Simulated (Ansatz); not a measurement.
The start is a relaxed VPt2 cell with every coordinate shifted by Gaussian noise of σ = 0.3 Å. A full variable-cell relaxation at zero pressure is run with PBEsol (plane waves to 420 eV, PAW, scalar-relativistic; Ansatz, a quantum-chemistry and plane-wave program). First-step values are on the input's coarse k-mesh.

Ansatz input (later rounds restart from its end on a renewed k-mesh):
Ansatz 0.2 input:
```yaml
crystal:
  lattice:
    - [-1.3538632271, 1.891762249, 4.1508522848]
    - [1.3538632271, -1.891762249, 4.1508522848]
    - [1.3538632271, 1.891762249, -4.1508522848]
  atoms:
    - { symbol: V, position: [-0.1174497009, -0.0987406554, -0.2256433438] }
    - { symbol: Pt, position: [0.5936127269, 0.8185162555, 0.0475282833] }
    - { symbol: Pt, position: [0.4613353423, 0.3234061591, 0.0674229191] }
basis: { ecutwfc: 420, ecutrho_ratio: 4, xc_grid: 2, fft_grid_basis: typed }
kpoints: { mp_grid: { grid: [9, 13, 15] } }
hamiltonian:
  xc: pbesol
  dispersion: none
  pseudopotentials: { kind: paw }
scf: { occupations: { method: fermi_dirac, width: 0.05 } }
relax: { f_tol: 0.01, max_steps: 100, cell: { stress_tol: 0.02 } }
output: { forces: true, stress: true }
```

Task: How much energy is released per atom?

Result: About 2.3 eV/atom.

Task: Does it find its way back to the structure it was made from?

Result: It returns to the parent structure, Immm (No. 71).

Task: How do the shortest distances between atoms change?

Result: The closest pairs of elements (up to four, under 3.6 Å), start → end: Pt–V 1.98 → 2.68 Å; Pt–Pt 2.07 → 2.67 Å; V–V 2.71 → 2.71 Å.

Task: Is the relaxed structure metallic? Give its gap.

Result: No gap (metallic).

Relaxed structure:

Space group Immm (No. 71); a = 2.707 Å, b = 3.785 Å, c = 8.300 Å, α = β = γ = 90.00°

| atom | site | symmetry | x | y | z |
|---|---|---|---|---|---|
| V | 2d | mmm | 0.0000 | 0.5000 | 0.0000 |
| Pt | 4j | mm2 | 0.5000 | 0.0000 | 0.1608 |
(The calculation used a cell of 3 atoms; values per cell refer to that cell.)

Final values are on a 21×21×21 k-mesh of the relaxed cell. The start holds a very short contact (Pt–V 1.98 Å). No spin polarisation in the result.
